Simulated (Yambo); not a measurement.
# How GW settings move the gap: MgO

G0W0@PBEsol for MgO (rock salt, space group Fm-3m, No. 225) in Yambo. Reference settings: 6×6×6 Γ-centred k mesh, bands 2 to 71 and a 14 Ry block in the screening, 71 bands in G with the Bruneval-Gonze terminator, plasmon pole fitted at 27.2 eV. The PBEsol gap Γ → Γ on this mesh is 4.66 eV; G0W0 gaps are taken between the same points.

```tsv
change from the reference	G0W0 gap Γ → Γ (eV)	shift of the valence edge (eV)	rough Yambo cost
reference settings	7.20	-1.51	1
45 bands in W, 45 bands in G	7.21	-1.46	within a factor of two
25 bands in G	7.27	-1.60	–
45 bands in G	7.22	-1.54	–
33 bands in W	7.20	-1.37	within a factor of two
2 Ry block	6.69	-1.19	within a factor of two
11 Ry block	7.12	-1.44	within a factor of two
pole fitted at 40 eV	7.24	-1.60	–
no random integration	7.12	-1.30	–
4×4×4 mesh	7.23	-1.53	about 1/3
25 bands in G, no terminator	6.86	-0.79	–
45 bands in G, no terminator	7.01	-1.15	–
no terminator	7.09	-1.32	–
```

The reference isn't shown to be the converged limit. Costs are rough (shared machines), scaled to the same edge states, and given only for runs that recompute the screening.

Geometry relaxed with PBEsol; primitive cell a = 2.9789 Å, b = 2.9789 Å, c = 2.9789 Å, α = 60.00°, β = 60.00°, γ = 60.00°.

A shift is the quasiparticle energy of the state minus its PBEsol energy.
